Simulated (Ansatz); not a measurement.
A generator proposed this cell of Sn₄Te.

```
Sn Te
1.0
     6.18649    0.00000    0.00000
    -3.09324    5.35765    0.00000
     0.00000    0.00000    4.69687
Sn Te
4 1
Direct
  0.50000 0.00000 0.00000
  0.00000 0.50000 0.00000
  0.50000 0.50000 0.00000
  0.00000 0.00000 0.50000
  0.00000 0.00000 0.00000
```

These are results of DFT PBE, scalar-relativistic, plane waves, PAW in Ansatz, not measurements. Plane waves to 420 eV, a k mesh through Γ of 3×3×4 on the computed 5-atom cell and Gaussian smearing (0.10 eV); no spin polarisation.

Energies over the elements count from the elements' standard structures at the same level, with no fitted energy shifts. The references include grey tin.

Q: How far from equilibrium is it?

A: The pressure is 17.6 GPa (the mean over three directions, positive in compression), the largest force is 0.00 eV/Å (symmetry fixes the atoms), and the energy is +1.31 eV/atom against the elements. The shortest distance is 2.35 Å.

Q: How much does it gain on relaxing, and where does it end?

A: Relaxing gains about 0.79 eV/atom (the start's value is from the coarse mesh, so the gain is rough) in 16 ionic steps and ends at +0.53 eV/atom on the finer mesh. The symmetry stays P6/mmm (No. 191). The volume per atom grows by 38.8 %, from 31.1 to 43.2 Å³. The shortest distance goes from 2.35 Å (Sn–Te) to 3.01 Å (Sn–Te). The ratio c/a of the conventional cell changes by a factor of 1.23. Conventional cell: a = 6.440 Å, c = 6.016 Å. Around Sn on a site of symmetry mmm lie 2 Te at 3.22 Å and 4 Sn at 3.22 Å; Sn on a site of symmetry 6/mmm is surrounded by 2 Te at 3.01 Å; Te is surrounded by 2 Sn at 3.01 Å and 6 Sn at 3.22 Å.

The last run used a 6×6×6 mesh for its 5-atom cell and Gaussian smearing of 0.10 eV. These runs have no spin–orbit coupling, which can matter for Te. The cell is a metal run without spin; a magnetic state may lie lower. The reference form of Te is held partly by dispersion forces, which this level lacks. The relaxation can't lower the symmetry of the start. Symmetry constrained the relaxation, so the result can be a saddle point. Another cell of Sn4Te relaxed alike, in P4/mmm, lies 0.30 eV/atom lower, so this cell isn't the stable form at this level.
